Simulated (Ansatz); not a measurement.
The elements of this relaxed trial crystal are hidden behind letters.

```
lattice vectors (Å)
   3.1134    0.0000    0.0000
  -1.5567    2.6963    0.0000
   0.0000    0.0000   10.7452
fractional positions
X 0.6667 0.3333 0.5000
X 0.3333 0.6667 0.7560
X 0.3333 0.6667 0.2440
Z 0.6667 0.3333 0.0000
Q 0.0000 0.0000 0.6275
Q 0.0000 0.0000 0.1184
Q 0.0000 0.0000 0.8816
Q 0.0000 0.0000 0.3725
```

Computed with DFT PBE, scalar-relativistic, plane waves, PAW in Ansatz. Settings of the last relaxation (8-atom cell): 420 eV, 12×12×4 k points, Gaussian smearing of 0.10 eV, no spin polarisation.

| Item | Value |
| --- | --- |
| Space group | P-6m2 (No. 187) |
| Conventional cell | a = 3.113 Å, c = 10.745 Å |
| Volume per atom | 11.27 Å³ |
| Density | 11.77 g/cm³ |
| Formation energy | −1.60 eV/atom |
| Gap on the 12×12×4 mesh of the 8-atom cell | 0 eV (a metal) |

Energies are uncorrected and count from the elements' standard states at the same level.

**Question.** X is a d-block element of period 6, Z is a d-block element of period 4 and Q is a p-block element of period 2. Which elements are they?

**Answer.** X = Hf, Z = Ti, Q = N, so the formula is Hf3TiN4. Density times volume gives a mean mass of 11.77 × 11.27/1.6605 = 79.9 u per atom, and this set has 79.9 u. Hf on a site of symmetry -6m2 is surrounded by 6 N at 2.26 Å and 12 Hf at 3.11–3.29 Å; around Ti lie 6 N at 2.20 Å, 6 Ti at 3.11 Å and 6 Hf at 3.18 Å; N on its first site is surrounded by 6 Hf at 2.26–2.27 Å and 2 N at 2.73–2.74 Å; 2 more sites not described. Other sets within the hints have nearly the same mass, so mass alone doesn't settle it; this one was computed.

Spin–orbit coupling, which can matter for Hf, is left out. A structure relaxed within its symmetry needn't be a true minimum.
